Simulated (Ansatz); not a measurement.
Relaxing a structure of Si2W

The start is a relaxed Si2W cell, doubled along one cell vector, shaken by Gaussian noise of σ = 0.08 Å a coordinate. Cell shape, volume and atoms are optimised at zero target pressure with PBEsol (plane waves to 420 eV, PAW, scalar-relativistic; Ansatz, an electronic-structure program). The first steps use a coarse 5×3×5 k-mesh.

Initial structure:
```yaml
crystal:
  lattice:
    - [2.76729, -3.50487, 0.00000]
    - [5.53459, 7.00974, 0.00000]
    - [0.00000, 0.00000, 5.03052]
  atoms:
    - { symbol: Si, position: [0.51149, 0.25684, 0.25432] }
    - { symbol: Si, position: [0.50086, 0.75443, 0.24358] }
    - { symbol: Si, position: [0.47384, 0.25474, 0.74564] }
    - { symbol: Si, position: [0.49077, 0.74323, 0.72925] }
    - { symbol: Si, position: [0.51836, 0.00549, 0.99880] }
    - { symbol: Si, position: [0.48744, 0.50328, 0.97346] }
    - { symbol: Si, position: [0.01779, 0.25997, 0.98771] }
    - { symbol: Si, position: [0.97264, 0.75187, 0.00837] }
    - { symbol: W, position: [0.46120, 0.00645, 0.53039] }
    - { symbol: W, position: [0.51638, 0.51529, 0.48576] }
    - { symbol: W, position: [0.99394, 0.25843, 0.48968] }
    - { symbol: W, position: [0.98598, 0.74349, 0.49853] }
```

### Question
What pressure does the first self-consistent step give?

### Answer
+3 GPa (positive: the cell is compressed).

### Question
Which atoms feel the largest initial force, and how large is it?

### Answer
About 2.4 eV/Å, on W9 (atoms numbered as listed).

### Question
By how much does the energy per atom fall from start to end?

### Answer
0.43 eV/atom.

### Question
Is the parent structure recovered?

### Answer
It does not go back: it reaches Pmc2₁ (No. 26), 0.37 eV/atom below the parent.

### Question
What band gap does the relaxed structure have at this level?

### Answer
No gap (metallic).

### Question
Write out the relaxed structure.

### Answer

Space group Pmc2₁ (No. 26); a = 4.5178 Å, b = 4.6742 Å, c = 8.5115 Å, α = β = γ = 90.00°

| atom | site | symmetry | x | y | z |
|---|---|---|---|---|---|
| Si | 4c | 1 | 0.2516 | 0.2000 | 0.7405 |
| Si | 2b | m.. | 0.5000 | 0.2072 | 0.0258 |
| Si | 2b | m.. | 0.5000 | 0.3469 | 0.3685 |
| W | 2a | m.. | 0.0000 | 0.0791 | 0.4646 |
| W | 2a | m.. | 0.0000 | 0.3230 | 0.1869 |

Final values are on a 10×10×6 k-mesh of the relaxed cell. No spin polarisation in the result.

The relaxed structure here is a generated cell of Si2W: the first start was made by a random draw of sites in a space group, and the end was not matched to a known phase here, so it may be hypothetical. Known forms of Si2W include space group No. 139.
